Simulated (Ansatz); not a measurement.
**Band table of Al (fcc type)**

```yaml
crystal:
  lattice:
    - [0.00000, 1.50322, 1.50322]
    - [1.50322, 0.00000, 1.50322]
    - [1.50322, 1.50322, 0.00000]
  atoms:
    - { symbol: Al, position: [0.00000, 0.00000, 0.00000] }
```

The base cell comes from a relaxation on PAW files under the same functional, and the cell shown is scaled from it.

All numbers are LDA results (scalar-relativistic) from Ansatz 0.2.0, with a Γ-centred 16×16×16 k mesh, Fermi–Dirac smearing of 0.08 eV, no spin polarisation. Methods: LAPW: all electrons, basis error target 1 meV/atom.

This run: volume at 0.43 of the series' base cell.

The structure type is held throughout; the real material can change phase at far lower pressure.

Path points, in fractions of the reciprocal vectors: Γ (0.000, 0.000, 0.000), X (0.500, 0.000, 0.500), U (0.625, 0.250, 0.625), K (0.375, 0.375, 0.750), L (0.500, 0.500, 0.500), W (0.500, 0.250, 0.750). The distance column jumps between branches of the path. Levels in eV from the Fermi level; bands 5 to 8, counted from the lowest band of the run. The gap is zero, the pressure 405.5 GPa.

```
# k(1/Å) point b5 b6 b7 b8
0.000 Γ -18.08 18.89 18.89 18.89
0.261 - -17.83 17.08 18.29 18.29
0.522 - -17.07 14.19 16.99 16.99
0.784 - -15.84 11.53 15.60 15.60
1.045 - -14.16 9.29 12.08 14.40
1.306 - -12.07 7.53 7.63 13.46
1.567 - -9.63 3.54 6.27 12.81
1.829 - -6.86 -0.19 5.51 12.42
2.090 X -4.30 -3.06 5.25 12.29
2.182 - -4.28 -3.04 5.08 12.31
2.275 - -4.21 -2.98 4.62 12.36
2.367 - -4.10 -2.90 3.95 12.43
2.459 - -3.95 -2.80 3.17 12.55
2.552 - -3.75 -2.73 2.38 12.69
2.644 - -3.51 -2.75 1.69 12.87
2.736 - -3.21 -2.96 1.21 13.09
2.829 U -3.42 -2.88 1.04 13.34
4.109 K -3.42 -2.88 1.04 13.34
4.386 - -5.89 -1.57 1.99 14.32
4.663 - -8.73 0.20 4.04 15.66
4.940 - -11.38 2.45 6.66 17.41
5.217 - -13.69 5.21 9.70 19.57
5.494 - -15.56 8.49 12.92 21.42
5.771 - -16.95 12.25 15.96 20.01
6.048 - -17.80 16.27 18.14 19.17
6.325 Γ -18.08 18.89 18.89 18.89
6.552 - -17.89 16.79 18.85 18.85
6.778 - -17.32 13.13 18.70 18.70
7.004 - -16.39 9.34 18.41 18.41
7.230 - -15.11 5.68 17.99 17.99
7.456 - -13.51 2.23 17.50 17.50
7.683 - -11.63 -0.96 17.05 17.05
7.909 - -9.55 -3.83 16.74 16.74
8.135 L -7.99 -5.64 16.63 16.63
8.320 - -7.90 -5.53 15.09 16.43
8.505 - -7.61 -5.20 12.32 15.76
8.689 - -7.13 -4.66 9.49 14.58
8.874 - -6.46 -3.96 6.81 13.05
9.059 - -5.58 -3.15 4.35 11.41
9.244 - -4.49 -2.34 2.12 9.94
9.428 - -3.19 -1.70 0.13 8.87
9.613 W -1.84 -1.45 -1.45 8.47
9.744 - -2.12 -1.90 -0.68 8.60
9.874 - -2.71 -2.05 0.17 8.98
10.005 - -3.20 -2.27 1.11 9.55
10.135 - -3.60 -2.51 2.11 10.24
10.266 - -3.91 -2.73 3.14 10.97
10.397 - -4.13 -2.91 4.13 11.64
10.527 - -4.26 -3.02 4.93 12.12
10.658 X -4.30 -3.06 5.25 12.29
```
